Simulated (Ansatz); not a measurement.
Relaxed candidate structures of InRh:

A. Pm-3m (No. 221), cP2, CsCl type; a = b = c = 3.1891 Å, α = β = γ = 90.00°; In 1a (0.000, 0.000, 0.000); Rh 1b (0.500, 0.500, 0.500)

B. F-43m (No. 216), cF8, zinc blende type; a = b = c = 5.886 Å, α = β = γ = 90.00°; Rh 4d (0.750, 0.750, 0.750); In 4a (0.000, 0.000, 0.000)

Task: Rank these by energy per atom (lowest first), as PBEsol (plane waves to 420 eV, PAW, scalar-relativistic; Ansatz, a first-principles code) gives it.

Result: A (reference, the lowest of the structures calculated here), B (+1.17 eV/atom)

Each run could gain symmetry but not lose that of its start, so entries can be saddle points. From databases, or of a type measured for this composition: Pm-3m, cP2, CsCl type; the others are generated cells (placed on structure types, drawn at random, substituted or restacked) that were not matched to a known phase here. Static energies at zero pressure. No spin polarisation in the result.
